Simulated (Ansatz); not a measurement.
SiGe:
Space group P6₃mc (No. 186); a = b = 3.901 Å, c = 6.442 Å, α = β = 90.00°, γ = 120.00°

```tsv
atom	site	symmetry	x	y	z
Si	2b	3m.	0.3333	0.6667	0.3746
Ge	2b	3m.	0.3333	0.6667	0.0004
```

Relaxed with PBEsol. Plane-wave PAW PBEsol (Ansatz code) gives a gap of 0.35 eV.

**Question.** What gap does HSE06 give on the same cell (Ansatz, PAW)?

**Answer.** 0.97 eV, 0.62 eV more. The hybrid was solved on a coarser mesh and at special points; the gap given is the minimum over both.

| k | v1 PBEsol | c1 PBEsol | v1 HSE06 | c1 HSE06 |
|---|---|---|---|---|
| Γ | 0.00 | 0.40 | [?] | [?] |
| A | -0.97 | 1.20 | [?] | [?] |
| K | -3.40 | 0.97 | [?] | [?] |
| H | -2.11 | 1.34 | -2.29 | 2.04 |
| M | -1.53 | 0.35 | -1.67 | 0.97 |
| L | -2.53 | 0.62 | [?] | [?] |

**Question.** Top valence (v1) and lowest conduction level (c1) in eV from each method's valence maximum (which need not be a listed point): supply the withheld HSE06 values.

**Answer.** 
- A, v1 HSE06: -1.05
- A, c1 HSE06: 1.96
- L, v1 HSE06: -2.74
- L, c1 HSE06: 1.27
- Γ, v1 HSE06: 0.00
- Γ, c1 HSE06: 1.10
- K, v1 HSE06: -3.68
- K, c1 HSE06: 1.59

Cost on shared cores: the PBEsol run (SCF on a 8×8×5 mesh, then bands and DOS) about 23 core-seconds (a rough figure), the HSE06 run (SCF on 6×6×3, then a few points) very roughly 90 core-seconds; the tasks are unlike.

Space group P6_3mc (wurtzite). The workflow started from a Materials Project entry (that database holds measured and hypothetical structures alike); the Crystallography Open Database copy checked does not list it. Its standing as an ambient phase is unchecked. The PBEsol relaxation kept the symmetry of its start; whether a distortion lowers the energy is not shown. Scalar-relativistic: spin–orbit coupling is off unless named, which matters more the heavier the elements.

Potentials: the earlier of the program's two PAW sets. The files were generated under PBE; for other functionals the program regenerates the frozen cores, and for LDA and PBEsol the local potential too.
